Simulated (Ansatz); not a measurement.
BP (zinc blende)

```yaml
crystal:
  lattice:
    - [0.00000, 2.27414, 2.27414]
    - [2.27414, 0.00000, 2.27414]
    - [2.27414, 2.27414, 0.00000]
  atoms:
    - { symbol: P, position: [0.75000, 0.75000, 0.75000] }
    - { symbol: B, position: [0.00000, 0.00000, 0.00000] }
```

The slice is a {110} plane (indices of the conventional cell) through the point (0.000, 0.000, 0.000) (fractional), spanned by u = [100] and v = [1 -1 -1] in vectors of this cell: u (3.22 Å) and v (4.55 Å, at 90° to u). It covers one period; positions are fractions (u, v).

Calculation: PBE (plane waves to 420 eV, PAW, scalar-relativistic; Ansatz, a program for electronic structure). k mesh 12×12×12. Near the nuclei the fields are pseudised (PAW); where an atom keeps semicore shells as valence, they peak there. BP was relaxed with its symmetry unable to fall. The PAW data are Ansatz's earlier set.

Three fields on this plane, each scaled to ten steps between its own extremes (0 low, 9 high; the total valence density on a logarithmic scale, the potential cut 8 eV below its top; x marks points blanked near nuclei; v = 0 in the bottom row):

Map A
```
|xxxxx04666666640xxxx|
|xxxxx15788888751xxxx|
|xxxx0368899988630xxx|
|xxx035789999987530xx|
|00235789999999875320|
|44567899999999987654|
|66778899999999988776|
|77888999999999998887|
|88889999999999999888|
|88889999999999999888|
|88899999999999999988|
|88899888888888889988|
|88888887766677888888|
|98888765443445678888|
|88887542000002457888|
|88875300000000035788|
|88763000xxxxx0003678|
|8875100xxxxxxx001578|
|876400xxxxxxxxx00467|
|776300xxxxxxxxx00367|
|665200xxxxxxxxx00256|
|443200xxxxxxxxx00234|
|001000xxxxxxxxx00010|
|xxx0000xxxxxxx0000xx|
|xxxx0000xxxxx0000xxx|
|xxxxx00000000000xxxx|
|xxxxx01100000110xxxx|
|xxxxx02444344420xxxx|
```

Map B
```
|xxxxx66544344566xxxx|
|xxxxx44322222344xxxx|
|xxxx4332110112334xxx|
|xxx543210000012345xx|
|66543210000000123456|
|55543110000000113455|
|44332100000000012334|
|32211000000000001122|
|11110000000000000111|
|00000000000000000000|
|00000000000000000000|
|00000001112111000000|
|00000012333332100000|
|00000124555554210000|
|00001345666665431000|
|00012456677766542100|
|00123456xxxxx6543210|
|0123455xxxxxxx554321|
|123456xxxxxxxxx65432|
|335677xxxxxxxxx77653|
|456788xxxxxxxxx88765|
|567899xxxxxxxxx99876|
|668999xxxxxxxxx99986|
|xxx9999xxxxxxx9999xx|
|xxxx9999xxxxx9999xxx|
|xxxxx99987778999xxxx|
|xxxxx99887678899xxxx|
|xxxxx78766566787xxxx|
```

Map C
```
|xxxxx53110001135xxxx|
|xxxxx43110001134xxxx|
|xxxx5421000001245xxx|
|xxx543110000011345xx|
|55432210000000122345|
|33321100000000011233|
|22211000000000001122|
|22211000000000001122|
|22211000000000001122|
|32221100000000011222|
|33221110000000111223|
|33322111000001112233|
|33332211110111122333|
|33333322211122233333|
|33334444322234444333|
|33344566544456654433|
|33345788xxxxx8875433|
|3334689xxxxxxx986433|
|223468xxxxxxxxx86432|
|223457xxxxxxxxx75432|
|222345xxxxxxxxx54322|
|333233xxxxxxxxx33233|
|544322xxxxxxxxx22344|
|xxx3222xxxxxxx2223xx|
|xxxx3222xxxxx2223xxx|
|xxxxx32233433223xxxx|
|xxxxx42222222224xxxx|
|xxxxx43211111234xxxx|
```

Question: Assign the maps to these fields: density of the lowest conduction band (whole band as if filled, smooth part); electron localisation function (ELF); electrostatic potential energy of an electron, from the cell's mean.

Answer: A is the electrostatic potential energy of an electron, from the cell's mean; B is the electron localisation function (ELF); C is the density of the lowest conduction band (whole band as if filled, smooth part).
